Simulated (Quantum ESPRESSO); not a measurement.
Inputs of pw.x and gipaw.x (a modified build of Quantum ESPRESSO, PBE) for SiC; the starting potential comes from an earlier run on another mesh:

```
&CONTROL
  calculation = 'scf'
  prefix = 'x'
  pseudo_dir = './pseudo'
  outdir = './out'
  tprnfor = .true.
/
&SYSTEM
  ibrav = 0
  nat = 2
  ntyp = 2
  ecutwfc = 40
  ecutrho = 160
  occupations = 'fixed'
  nbnd = 4
/
&ELECTRONS
  conv_thr = 1e-11
  startingpot = 'file'
/
ATOMIC_SPECIES
Si 28.085 Si.GGA_PBE-JTH.UPF
C 12.011 C.GGA_PBE-JTH.UPF
CELL_PARAMETERS angstrom
    0.000000000000     2.176995000000     2.176995000000
    2.176995000000     0.000000000000     2.176995000000
    2.176995000000     2.176995000000     0.000000000000
ATOMIC_POSITIONS crystal
Si     0.250000000000     0.250000000000     0.250000000000
C      0.000000000000     0.000000000000     0.000000000000
K_POINTS automatic
10 10 10 1 1 1
```

```
&INPUTGIPAW
  job = 'nmr'
  prefix = 'x'
  tmp_dir = './out/'
  restart_mode = 'from_scratch'
  pawproj(1) = .true.
  pawproj(2) = .true.
  use_nmr_macroscopic_shape = .false.
/
```

Geometry: a computed entry of the Materials Project; it was not checked against measured cells. It is SiC in F-43m. Stability against distortions was not tested.

What does gipaw.x print for the total shieldings?


```
     Total NMR chemical shifts in ppm: ---------------------------------------
     (adopting the Simpson convention for anisotropy and asymmetry)-----------

     Atom  1  Si  pos: (  0.353553  0.353553  0.353553)  Total sigma:         358.73
           358.7339          0.0000          0.0000
             0.0000        358.7339          0.0000
             0.0000          0.0000        358.7339

     Si      1    anisotropy:      0.00    eta:    0.0000
     Si      1    sigma_11=    358.73
     Si      1    sigma_22=    358.73
     Si      1    sigma_33=    358.73

     Atom  2  C   pos: (  0.000000  0.000000  0.000000)  Total sigma:         141.82
           141.8236          0.0000          0.0000
            -0.0000        141.8236         -0.0000
             0.0000         -0.0000        141.8236

     C       2    anisotropy:     -0.00    eta:    0.0000
     C       2    sigma_11=    141.82
     C       2    sigma_22=    141.82
     C       2    sigma_33=    141.82
```
The printed anisotropy is 3/2 (σ_33 − σ_iso) in the program's own order; the axes are left out here. All sites are cubic, so the anisotropy vanishes by symmetry. Shieldings are absolute and leave out the bulk-susceptibility term; a larger σ means a smaller chemical shift. By our sweeps, such settings leave a few ppm in absolute σ. No d partial waves on Si: the paramagnetic term there is incompletely reconstructed.
